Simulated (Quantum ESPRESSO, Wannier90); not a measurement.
ZrO$_{2}$ (anatase): Wannier90 run

```xyz
6
Lattice="0.0000 -4.0152 0.0000 4.0152 0.0000 0.0000 -2.0076 2.0076 5.3459" Properties=species:S:1:pos:R:3 pbc="T T T"
Zr     0.0000     0.0000     0.0000
Zr     0.0000     2.0076     2.6729
O      0.0000     0.0000    -2.1556
O      0.0000     2.0076     0.5174
O      2.0076     0.0000    -0.5174
O      0.0000     0.0000     2.1556
```

Cell from Materials Project (mp-754403), symmetrised, no further relaxation. Not found in the COD (Crystallography Open Database) copy used, which has the formula in other groups; not checked further. Level: PBEsol, spinors with spin-orbit coupling; pw.x of Quantum ESPRESSO at 68 Ry with PseudoDojo potentials, 4×4×4 k-points, Wannier90. Density: 8×8×8 mesh, cold smearing 0.01 Ry.

A tight-binding model is made by disentanglement and projection with no localisation steps (num_iter = 0), so the 44 orbitals stay atom-like: hydrogen-like Zr: d; O: p, axes along x, y, z; frozen window up to 5.37 eV relative to the valence-band maximum. It follows pw.x to 1.5 meV rms for states up to 4.9 eV relative to the valence-band maximum. Matrix elements depend on this choice of orbitals and windows.

**Question.** What are the on-site energies relative to the valence-band maximum, and how fast do the hoppings decay?

**Answer.** 
```
atom             orbitals  energy (eV)
----  -------------------  -----------
Zr1             dz2↑ dz2↓         7.15
Zr1   dxz↑ dxz↓ dyz↑ dyz↓         4.91
Zr1       dx2-y2↑ dx2-y2↓         7.50
Zr1             dxy↑ dxy↓         4.93
Zr2             dz2↑ dz2↓         7.15
Zr2   dxz↑ dxz↓ dyz↑ dyz↓         4.91
Zr2       dx2-y2↑ dx2-y2↓         7.50
Zr2             dxy↑ dxy↓         4.93
O3                pz↑ pz↓        -0.74
O3                px↑ px↓        -0.76
O3                py↑ py↓        -0.56
O4                pz↑ pz↓        -0.74
O4                px↑ px↓        -0.56
O4                py↑ py↓        -0.76
O5                pz↑ pz↓        -0.74
O5                px↑ px↓        -0.76
O5                py↑ py↓        -0.56
O6                pz↑ pz↓        -0.74
O6                px↑ px↓        -0.56
O6                py↑ py↓        -0.76
```

```json
[
 {"distance of the centres (Å)": "2–3", "largest modulus (eV)": "2.5"},
 {"distance of the centres (Å)": "3–4", "largest modulus (eV)": "0.33"},
 {"distance of the centres (Å)": "4–5", "largest modulus (eV)": "0.17"},
 {"distance of the centres (Å)": "5–6", "largest modulus (eV)": "0.037"},
 {"distance of the centres (Å)": "6–7", "largest modulus (eV)": "0.015"}
]
```
